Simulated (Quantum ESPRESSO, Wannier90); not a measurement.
# Wannierisation of GaN (wurtzite)

Materials Project entry mp-804; symmetrised, unrelaxed at this level. COD (Crystallography Open Database) has the formula in 2 space groups, this one among them (matched by group alone). Level: PBEsol, spinors with spin-orbit coupling; pw.x of Quantum ESPRESSO at 68 Ry with PseudoDojo potentials, 6×6×4 k-points, Wannier90. Density: 12×12×6 mesh, cold smearing 0.01 Ry.

```
begin unit_cell_cart
ang
    3.1889298307    0.0000000000    0.0000000000
   -1.5944649154    2.7616942443    0.0000000000
    0.0000000000    0.0000000000    5.1923600000
end unit_cell_cart
mp_grid = 6 6 4
```

Which shells of neighbouring k-points and which b-vectors and weights does Wannier90 pick for this cell and mesh?


```
 *---------------------------------- K-MESH ----------------------------------*
 +----------------------------------------------------------------------------+
 |                    Distance to Nearest-Neighbour Shells                    |
 |                    ------------------------------------                    |
 |          Shell             Distance (Ang^-1)          Multiplicity         |
 |          -----             -----------------          ------------         |
 |             1                   0.302521                      2            |
 |             2                   0.379187                      6            |
 |             3                   0.485079                     12            |
 |             4                   0.605041                      2            |
 |             5                   0.656771                      6            |
 |             6                   0.714043                     12            |
 |             7                   0.723095                     12            |
 |             8                   0.758373                      6            |
       ... (lines left out)
 +----------------------------------------------------------------------------+
 | The b-vectors are chosen automatically                                     |
 | The following shells are used:                       1,  2                 |
 +----------------------------------------------------------------------------+
 |                        Shell   # Nearest-Neighbours                        |
 |                        -----   --------------------                        |
 |                          1               2                                 |
 |                          2               6                                 |
 +----------------------------------------------------------------------------+
 | Completeness relation is fully satisfied [Eq. (B1), PRB 56, 12847 (1997)]  |
 +----------------------------------------------------------------------------+
 |                  b_k Vectors (Ang^-1) and Weights (Ang^2)                  |
 |                  ----------------------------------------                  |
 |            No.         b_k(x)      b_k(y)      b_k(z)        w_b           |
 |            ---        --------------------------------     --------        |
 |             1         0.000000    0.000000    0.302521     5.463360        |
 |             2         0.000000    0.000000   -0.302521     5.463360        |
 |             3         0.000000    0.379187    0.000000     2.318316        |
 |             4         0.328385    0.189593    0.000000     2.318316        |
 |             5         0.000000   -0.379187    0.000000     2.318316        |
 |             6         0.328385   -0.189593    0.000000     2.318316        |
 |             7        -0.328385   -0.189593    0.000000     2.318316        |
 |             8        -0.328385    0.189593    0.000000     2.318316        |
```
